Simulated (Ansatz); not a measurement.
Data:

InAs:
```cif
data_AsIn
_chemical_formula_sum 'In1 As1'
_space_group_name_H-M_alt 'Pm-3m'
_space_group_IT_number 221
_space_group_name_Hall '-P 4 2 3'
_cell_length_a 3.50586
_cell_length_b 3.50586
_cell_length_c 3.50586
_cell_angle_alpha 90.000
_cell_angle_beta 90.000
_cell_angle_gamma 90.000
loop_
_atom_site_label
_atom_site_type_symbol
_atom_site_symmetry_multiplicity
_atom_site_Wyckoff_symbol
_atom_site_fract_x
_atom_site_fract_y
_atom_site_fract_z
_atom_site_occupancy
In1 In 1 a 0.00000 0.00000 0.00000 1
As1 As 1 b 0.50000 0.50000 0.50000 1
```

This is the PBEsol-relaxed structure.

Problem. All from DFT-PBEsol in the program Ansatz with PAW potentials, unless another level is named. Predict the electronic character.

Solution. metallic (no gap).

Problem. What about the density of states at the Fermi level?

Solution. 0.56 states/eV per atom (mean over ±0.08 eV).

Problem. What about the formation energy from the elements (no fitted shifts)?

Solution. 168 meV/atom.

Problem. Predict the gap with spin–orbit coupling.

Solution. none (metallic).

A made-up cell: these elements were put on the sites of a structure type; neither database checked (COD, Materials Project) lists it. It is not the phase usual at ambient conditions (space group No. 216). The cell was relaxed with PBEsol under the symmetry of its start; its stability against distortions is not shown here. The references are the lowest solids computed at this level, not always the standard phases. Spin–orbit coupling is left out wherever it is not named.

Potentials: the earlier of the program's two PAW sets. The files were generated under PBE; for other functionals the program regenerates the frozen cores, and for LDA and PBEsol the local potential too.
